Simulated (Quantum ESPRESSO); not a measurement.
ZnCd3Te4, space group P-43m (No. 215):

```xyz
8
Lattice="6.5086 0.0000 0.0000 0.0000 6.5086 0.0000 0.0000 0.0000 6.5086" Properties=species:S:1:pos:R:3 pbc="T T T"
Zn     0.0000     0.0000     0.0000
Te     1.5606     1.5606     4.9480
Cd     0.0000     3.2543     3.2543
Te     1.5606     4.9480     1.5606
Cd     3.2543     0.0000     3.2543
Te     4.9480     1.5606     1.5606
Cd     3.2543     3.2543     0.0000
Te     4.9480     4.9480     4.9480
```
The cell was made here from a computed Materials Project entry: one of 4 Cd replaced by Zn, cell and atoms relaxed (PBE without dispersion, pw.x of a modified build of Quantum ESPRESSO, symmetry kept). The parent is CdTe in F-43m. The swapped cell is a model, not a known phase. Stability against distortions was not tested.

| site | Wyckoff letter | site symmetry |
|---|---|---|
| Zn | a | -43m |
| Te | e | 3m |
| Cd | c | -42m |

Cores are frozen. Te, Cd had no test against all-electron runs. Spin–orbit coupling is left out, a limit on Te.

**Question.** Where does symmetry force the field gradient to vanish or to be axial, and what does the PAW reconstruction of the field gradient on a scalar-relativistic PBE ground state (Quantum ESPRESSO, JTH datasets) give?

**Answer.** 
```
site                                by symmetry  Vzz (a.u.)   η_Q
----  -----------------------------------------  ----------  ----
Zn                        vanishes (cubic site)           0     –
Te    axial, η = 0 (an axis of order 3 or more)       0.412  0.00
Cd    axial, η = 0 (an axis of order 3 or more)       0.194  0.00
```
